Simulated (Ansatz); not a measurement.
Step by step: Re, relaxation of cell and atoms

Theory: Ansatz 0.2.0, DFT, LDA, all-electron LAPW, scalar-relativistic.

Command: `ansatz run input.yaml --threads 1 --pin off --max-ram 2048MiB --backend cpu --events-out ev --progress --plain --runs-dir out` The run took about 190 s on 1 thread of a shared machine.

```yaml
crystal:
  lattice:
    - [2.7971304821, 0.0, 0.0]
    - [-1.398565241, 2.4223860552, 0.0]
    - [0.0, 0.0, 4.5168672541]
  atoms:
    - { symbol: Re, position: [0.3333333333, 0.6666666667, 0.25] }
    - { symbol: Re, position: [0.6666666667, 0.3333333333, 0.75] }
kpoints:
  mp_grid: { grid: [14, 14, 8] }
scf:
  occupations: { method: fermi_dirac, width: 0.05 }
hamiltonian:
  xc: lda
  pseudopotentials: { kind: all_electron, lapw: { basis_error: 0.001 } }
output:
  forces: true
  stress: true
relax:
  f_tol: 0.005
  max_steps: 80
  cell: {}
```

Spin–orbit coupling is left out, though it moves levels of the heavy atoms by tenths of an eV or more.

The geometry is COD entry 9008512, unchecked; take it as a test cell. The listed cell was then made from it by scaling, straining or moving an atom.

Each frame lists the cell vectors (Å), then Cartesian positions (Å); symmetry keeps all forces zero. Free energies count from the first step, -907785.2894 eV.

The walk took 5 evaluations in all; steps that aren't listed are left out.

Step 1: E = 0.0 meV, P = -22.78 GPa

```
cell 2.7971 0.0000 0.0000 -1.3986 2.4224 0.0000 0.0000 0.0000 4.5169
Re    0.0000    1.6149    1.1292
Re    1.3986    0.8075    3.3876
```

Step 2:

```
cell 2.6604 0.0000 0.0000 -1.3302 2.3040 0.0000 0.0000 0.0000 4.3047
Re    0.0000    1.5360    1.0762
Re    1.3302    0.7680    3.2285
```

Step 3: E = -142.5 meV, P = -3.47 GPa

```
cell 2.7452 0.0000 0.0000 -1.3726 2.3774 0.0000 0.0000 0.0000 4.4328
Re    0.0000    1.5849    1.1082
Re    1.3726    0.7925    3.3246
```

Question: Give the energy, pressure of step 2.

Answer: E = +122.0 meV, P = 40.14 GPa, step rejected
```
Re    0.0000    1.5360    1.0762
Re    1.3302    0.7680    3.2285
```

Question: How does the relaxation end?

Answer: It converges, with a = 2.737 Å, b = 2.737 Å, c = 4.421 Å, α = 90.00°, β = 90.00°, γ = 120.00° (conventional cell, space group P6_3/mmc). The last solve (on a basis chosen afresh for the final cell, so its energy is not quite comparable) gives E = -145.3 meV, P = 0.03 GPa:
```
cell 2.7366 0.0000 0.0000 -1.3683 2.3700 0.0000 0.0000 0.0000 4.4214
Re    0.0000    1.5800    1.1053
Re    1.3683    0.7900    3.3160
```
